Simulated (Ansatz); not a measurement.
## Computed properties of Tl3VSe4

Tl₃VSe₄:
```yaml
crystal:
  lattice:
    - [-3.91268, 3.91268, 3.91268]
    - [3.91268, -3.91268, 3.91268]
    - [3.91268, 3.91268, -3.91268]
  atoms:
    - { symbol: V, position: [0.00000, 0.00000, 0.00000] }
    - { symbol: Tl, position: [0.50000, 0.50000, 0.00000] }
    - { symbol: Tl, position: [0.00000, 0.50000, 0.50000] }
    - { symbol: Tl, position: [0.50000, 0.00000, 0.50000] }
    - { symbol: Se, position: [0.66327, 0.66327, 0.66327] }
    - { symbol: Se, position: [0.33673, 0.00000, 0.00000] }
    - { symbol: Se, position: [0.00000, 0.00000, 0.33673] }
    - { symbol: Se, position: [0.00000, 0.33673, 0.00000] }
```

Space group I-43m (No. 217); conventional cell a = 7.8254 Å, b = 7.8254 Å, c = 7.8254 Å, α = 90.00°, β = 90.00°, γ = 90.00°.

Method: the program Ansatz at the r²SCAN level (PAW). Structure relaxed to zero pressure with the same functional. Other levels are named where they apply.

**Cell and energy**

```
Property                                                       Value
-----------------------------------------------------  -------------
Volume per atom                                             29.95 Å³
Density                                                   6.79 g/cm³
Formation energy from the elements (no fitted shifts)  -0.66 eV/atom
```

**Electronic structure**

```
Quantity                                                      Value
----------------------------  -------------------------------------
Band gap                      1.81 eV (smallest direct gap 1.83 eV)
Valence-band maximum                                           at H
Conduction-band minimum                 at N (6 equivalent valleys)
Electron effective mass         1.1, 1.3, 2.5 mₑ (principal values)
HSE06 gap on the r²SCAN cell                                2.39 eV
Gap with spin–orbit coupling                                1.74 eV
```

**Mechanics**

```
Quantity                               Value
----------------------------------  --------
Bulk modulus (Birch–Murnaghan fit)  24.3 GPa
Pressure derivative B′                   5.0
```

**Charges**

```
Item                                  Result
-------------  -----------------------------
Bader charges  V +1.43, Tl +0.57, Se -0.79 e
```

The workflow started from a Materials Project entry (that database holds measured and hypothetical structures alike); the Crystallography Open Database copy checked does not list it. Its standing as an ambient phase is unchecked. The cell was relaxed with r²SCAN under the symmetry of its start; whether a distortion lowers the energy is not shown. No spin polarisation was allowed. The references are the lowest solids computed at this level, not always the standard phases. Scalar-relativistic: spin–orbit coupling is off unless named, which matters more the heavier the elements.

Potentials: the later of the program's two PAW sets.
